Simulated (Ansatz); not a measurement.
KTaO3:
```yaml
crystal:
  lattice:
    - [4.02439, 0.00000, 0.00000]
    - [0.00000, 4.02439, 0.00000]
    - [0.00000, 0.00000, 4.02439]
  atoms:
    - { symbol: K, position: [0.50000, 0.50000, 0.50000] }
    - { symbol: Ta, position: [0.00000, 0.00000, 0.00000] }
    - { symbol: O, position: [0.00000, 0.50000, 0.00000] }
    - { symbol: O, position: [0.50000, 0.00000, 0.00000] }
    - { symbol: O, position: [0.00000, 0.00000, 0.50000] }
```

Relaxed with PBE.

Problem. Decompose the optical modes at the zone centre into irreducible representations, and say which are infrared and Raman allowed.

Solution. Point group m-3m: Γ_opt = 3T1u + T2u. Infrared: T1u. Raman: none.

Problem. Assign frequencies (DFPT, PBE (plane waves, PAW; program Ansatz); without the LO–TO term).

Solution. T1u 83i, T1u 178, T2u 264, T1u 503 cm⁻¹.

Space group Pm-3m (cubic perovskite). The PBE relaxation kept the symmetry of its start. At this level the phase is dynamically unstable (imaginary phonons). No spin polarisation was allowed. Spin–orbit coupling is left out wherever it is not named.

Potentials: the later of the program's two PAW sets.
